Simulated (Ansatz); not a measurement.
SiOs:
```
CELL_PARAMETERS angstrom
      4.74284     0.00000     0.00000
      0.00000     4.74284     0.00000
      0.00000     0.00000     4.74284
ATOMIC_POSITIONS crystal
  Si 0.16335 0.33665 0.66335
  Si 0.33665 0.66335 0.16335
  Si 0.66335 0.16335 0.33665
  Si 0.83665 0.83665 0.83665
  Os 0.87410 0.62590 0.37410
  Os 0.62590 0.37410 0.87410
  Os 0.37410 0.87410 0.62590
  Os 0.12590 0.12590 0.12590
```

DFT-PBEsol in the program Ansatz with PAW potentials gives a gap of 0.49 eV without spin–orbit coupling, maximum on the Γ–X line, 54 % of the way from Γ, minimum off the standard path, at k = (0.000, -0.094, 0.391) in fractions of the reciprocal vectors.

What happens when spin–orbit coupling is switched on?

The gap falls by 0.30 eV, to 0.19 eV; maximum on the Γ–X line, 53 % of the way from Γ, minimum on the Γ–X line, 84 % of the way from Γ.

Space group P2_13. The workflow started from a Materials Project entry (that database holds measured and hypothetical structures alike); the Crystallography Open Database files this formula in space group No. 198, but the cells were not matched. Its standing as an ambient phase is unchecked. The PBEsol relaxation kept the symmetry of its start; its stability against distortions is not shown here. The run is not spin-polarised.

Potentials: the later of the program's two PAW sets.
